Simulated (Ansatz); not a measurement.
GaSb:
```yaml
crystal:
  lattice:
    - [3.94695, 0.00000, 0.00000]
    - [-1.97347, 3.41816, 0.00000]
    - [0.00000, 0.00000, 7.25614]
  atoms:
    - { symbol: Ga, position: [0.00000, 0.00000, 0.00000] }
    - { symbol: Ga, position: [0.00000, 0.00000, 0.50000] }
    - { symbol: Sb, position: [0.33333, 0.66667, 0.25000] }
    - { symbol: Sb, position: [0.66667, 0.33333, 0.75000] }
```

Relaxed with PBE. Special points in fractions of this cell's reciprocal vectors: Γ (0.000, 0.000, 0.000); M (0.500, 0.000, 0.000); K (0.333, 0.333, 0.000); A (0.000, 0.000, 0.500); L (0.500, 0.000, 0.500); H (0.333, 0.333, 0.500).

Problem. List the band energies nearest the Fermi level at these points for PBE with spin–orbit coupling in the plane-wave PAW code Ansatz.

Solution. In eV from the Fermi level; about four levels below and three above (degenerate sets whole), none deeper than 8.9 eV; points with the same levels are listed once.

| k | below | above |
|---|---|---|
| Γ | -0.94 -0.94 -0.83 -0.83 | 0.38 0.38 0.74 0.74 |
| M | -3.71 -3.71 -1.75 -1.75 | 0.38 0.38 1.06 1.06 |
| K | -2.67 -2.67 -2.58 -2.58 | 4.00 4.00 4.08 4.08 |
| A | -5.05 -5.05 -5.05 -5.05 | 0.55 0.55 0.55 0.55 |
| L | -0.96 -0.96 -0.96 -0.96 | 2.98 2.98 2.98 2.98 |
| H | -0.43 -0.43 -0.26 -0.26 | 1.65 1.65 1.71 1.71 |

Space group P6_3/mmc (NiAs type). The start of the workflow was typed in or built on a structure type; neither database checked (COD, Materials Project) lists it. It is not the phase usual at ambient conditions (space group No. 216). The cell was relaxed with PBE under the symmetry of its start; whether a distortion lowers the energy is not shown.

Potentials: the later of the program's two PAW sets.
